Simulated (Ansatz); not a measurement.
A geometry of CrI3 away from equilibrium: step 5 of the relaxation of a generated trial cell of CrI3 in the AFLOW prototype A3B_oP8_59_bf_a (D0_a, as in TiCu3). Computed with PBE (plane waves to 420 eV, PAW, scalar-relativistic; Ansatz, a quantum-chemistry and plane-wave program). Γ-centred k-mesh 4×4×4 on the run's cell (coarser than for final values), Fermi–Dirac smearing 0.05 eV. The plane waves were selected for a different cell earlier on the path.

```
CrI3
1.0
    5.62769     0.00000     0.00000
    0.00000     6.94447     0.00000
    0.00000     0.00000     6.34737
Cr I
2 6
Direct
  0.00000   0.00000   0.24892
  0.50000   0.50000   0.75108
  0.50000   0.00000   0.59857
  0.00000   0.50000   0.40143
  0.00000   0.24125   0.84966
  0.50000   0.74125   0.15034
  0.50000   0.25875   0.15034
  0.00000   0.75875   0.84966
```
Spin-polarised start, with parallel moments on Cr.

Q: What forces act on the atoms (eV/Å)?

A: 
```tsv
atom	Fx	Fy	Fz
Cr1	0.00	0.00	-0.84
Cr2	0.00	0.00	0.84
I3	0.00	0.00	-0.20
I4	0.00	0.00	0.20
I5	0.00	0.33	0.31
I6	0.00	0.33	-0.31
I7	0.00	-0.33	-0.31
I8	0.00	-0.33	0.31
```

The path ends in Pmmn (No. 59). Spin state reached: ferromagnetic (net 0.75 μB/atom), from parallel starting moments; other spin orders were not run from this start. Without a van der Waals term the distances between weakly bound units are poorly fixed.

The run could not lose the symmetry of its start: the end is stationary, and may be a saddle point rather than a minimum.

The end of the path is a generated cell of CrI3: the first start was made by placing the elements on the sites of a structure type, and the end was not matched to a known phase here, so it may be hypothetical. Known forms of CrI3 include space group No. 148.
